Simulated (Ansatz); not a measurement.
Input deck for Ansatz 0.2.0, then the block of the output on the nuclei.

The start is a COD entry.

```yaml
crystal:
  lattice:
    - [4.7158, 0.0, 0.0]
    - [-2.3579, 4.0840025992, 0.0]
    - [0.0, 0.0, 11.917]
  atoms:
    - { symbol: Si, position: [0.0, 0.0, 0.0] }
    - { symbol: Si, position: [0.0, 0.0, 0.5] }
    - { symbol: P, position: [0.6666666667, 0.3333333333, 0.394] }
    - { symbol: P, position: [0.3333333333, 0.6666666667, 0.894] }
    - { symbol: P, position: [0.6666666667, 0.3333333333, 0.133] }
    - { symbol: P, position: [0.3333333333, 0.6666666667, 0.633] }
    - { symbol: O, position: [0.859, 0.178, 0.1] }
    - { symbol: O, position: [0.681, 0.859, 0.6] }
    - { symbol: O, position: [0.822, 0.681, 0.1] }
    - { symbol: O, position: [0.141, 0.822, 0.6] }
    - { symbol: O, position: [0.319, 0.141, 0.1] }
    - { symbol: O, position: [0.178, 0.319, 0.6] }
    - { symbol: O, position: [0.6666666667, 0.3333333333, 0.261] }
    - { symbol: O, position: [0.3333333333, 0.6666666667, 0.761] }
    - { symbol: O, position: [0.93, 0.261, 0.422] }
    - { symbol: O, position: [0.669, 0.93, 0.922] }
    - { symbol: O, position: [0.739, 0.669, 0.422] }
    - { symbol: O, position: [0.07, 0.739, 0.922] }
    - { symbol: O, position: [0.331, 0.07, 0.422] }
    - { symbol: O, position: [0.261, 0.331, 0.922] }
kpoints:
  mp_grid: { grid: [6, 6, 2] }
scf:
  occupations: { method: fermi_dirac, width: 0.02 }
hamiltonian:
  xc: pbe
  pseudopotentials: { kind: paw, frozen_core: stored }
output:
  forces: true
  stress: true
  populations: true
  efg: { quadrupole_moments_barn: { O: -0.02558 } }
  write_density: true
  write_potential: true
  elf: true
  volumetric_format: npy
relax:
  f_tol: 0.02
  max_steps: 60
```

```sh
ansatz run input.yaml --threads 1 --pin off --max-ram 3072MiB --backend cpu --events-out ev --progress --plain --runs-dir out
```

The run relaxes the ions first, and the block belongs to the relaxed positions.

Of the output, the block on the nuclei alone is shown; the set-up, the SCF iterations, energies, forces and stress are cut. One atom of each set with nearly equal values is shown.

```
--- PAW observables at the nuclei: V_zz in 10²¹ V/m², potentials from the cell's mean, atoms counted from 1 ---
  atom   1  Si V_zz =    +0.227418   η = 0.0000   by run symmetry: allowed
            electrostatic potential = -1353.950708 V   contact ρ = none
  atom   3  P  V_zz =    +4.143694   η = 0.0000   by run symmetry: allowed
            electrostatic potential = -1487.803845 V   contact ρ = none
  atom   7  O  V_zz =   +12.470710   η = 0.3032   by run symmetry: allowed   C_q = -7.7134 MHz
            electrostatic potential = -620.017590 V   contact ρ = none
  atom  13  O  V_zz =   +16.406648   η = 0.0000   by run symmetry: allowed   C_q = -10.1479 MHz
            electrostatic potential = -618.935779 V   contact ρ = none
```

The relaxation (7 steps) took 1.9 min of wall time (1.9 min of CPU time) and 0.62 GiB at its peak, on 1 thread of Intel Xeon Platinum 8488C (Sapphire Rapids) (x86_64; 16 cores open to the job, memory cap 3.0 GiB, no GPU), a shared host with a load of 0.4 a core.

At this cell the PBE pressure is 5 GPa (principal stresses up to 8 GPa in size), so with PBE the cell would grow if it were relaxed. The database positions were far from equilibrium, so the relaxed structure may not be the compound's real one.
